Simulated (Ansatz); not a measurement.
## Formation energy of LaTe in the rocksalt structure

Level of theory: DFT, PBEsol, scalar-relativistic, no spin polarisation; plane waves to 420 eV with PAW datasets (Ansatz 0.2.0), Γ-centred 8×8×8 mesh, 0.05 eV Gaussian smearing; PAW files: Ansatz's generated set soft_2.

The start was a prototype's sites filled with these elements; the Crystallography Open Database holds the compound in this structure.

Symmetry: Fm-3m, No. 225, cubic system. Conventional cell: a = 6.392 Å, b = 6.392 Å, c = 6.392 Å, α = 90.00°, β = 90.00°, γ = 90.00°. La (site symmetry m-3m) is surrounded by 6 Te at 3.20 Å. Te (site symmetry m-3m) has 6 La at 3.20 Å as nearest neighbours. (Neighbours are counted to 15 % beyond the shortest distance.)

The elements were computed in their standard states with the same datasets, cutoff and functional. Absolute energies hang on the potentials; compare differences alone.

Energy of the relaxed cell (2 atoms, smearing extrapolated to zero): -13065.989 eV. Elements, in eV/atom: La -6161.275, Te -6901.513.

What is the formation energy?

[-13065.989 − (1 × -6161.275 + 1 × -6901.513)] / 2 = -1.60 eV/atom, or -154 kJ per mole of atoms.

The value is for 0 K, without zero-point energy. A negative value shows stability against the elements alone, not against other compounds or structures.

With 27 valence electrons in the calculation's cell and no magnetic order, the bands, two electrons each, can't all be full or empty: band theory demands a metal. (Only strong correlation, outside this picture, could make a Mott insulator of it.) A formal count (La³⁺, Te²⁻) leaves 1 electron a formula unit beyond the anions' closed shells. It goes into the bands above the anion p states, which fits the metal found.

Spin–orbit coupling, which matters for such heavy elements, is left out. Spin polarisation wasn't tried.
